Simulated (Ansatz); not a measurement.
Input:

Sc3RuC4:
```
CELL_PARAMETERS angstrom
      6.40107     2.23808     0.00000
     -6.40107     2.23808     0.00000
     -1.73697     0.00000     6.43599
ATOMIC_POSITIONS crystal
  Sc 0.50000 0.50000 0.00000
  Sc 0.50000 0.50000 0.50000
  Sc 0.81124 0.18876 0.90599
  Sc 0.18876 0.81124 0.09401
  Sc 0.80950 0.19050 0.40447
  Sc 0.19050 0.80950 0.59553
  Ru 0.00025 0.99975 0.73697
  Ru 0.99975 0.00025 0.26303
  C  0.21204 0.46920 0.68502
  C  0.78796 0.53080 0.31498
  C  0.46920 0.21204 0.31498
  C  0.53080 0.78796 0.68502
  C  0.47042 0.21156 0.81397
  C  0.52958 0.78844 0.18603
  C  0.21156 0.47042 0.18603
  C  0.78844 0.52958 0.81397
```

This is the r²SCAN-relaxed structure.

**Question.** All from r²SCAN in the plane-wave PAW code Ansatz, unless another level is named. Estimate the electronic character.

**Answer.** metallic (no gap).

**Question.** Predict the density of states at the Fermi level.

**Answer.** 0.22 states/eV per atom (mean over ±0.08 eV).

**Question.** Give the formation energy from the elements (no fitted shifts).

**Answer.** -0.60 eV/atom.

Space group C2/m. The workflow started from a Materials Project entry (that database holds measured and hypothetical structures alike); the Crystallography Open Database copy checked does not list it. With Sc and Ru taken as one species the cell has the higher symmetry Immm, so it may be an ordered model of a mixed-site phase. Its standing as an ambient phase is unchecked. The r²SCAN relaxation kept the symmetry of its start; whether a distortion lowers the energy is not shown. No spin polarisation was allowed. The references are the lowest solids computed at this level, not always the standard phases. Scalar-relativistic: spin–orbit coupling is off unless named, which matters more the heavier the elements.

Potentials: the later of the program's two PAW sets.
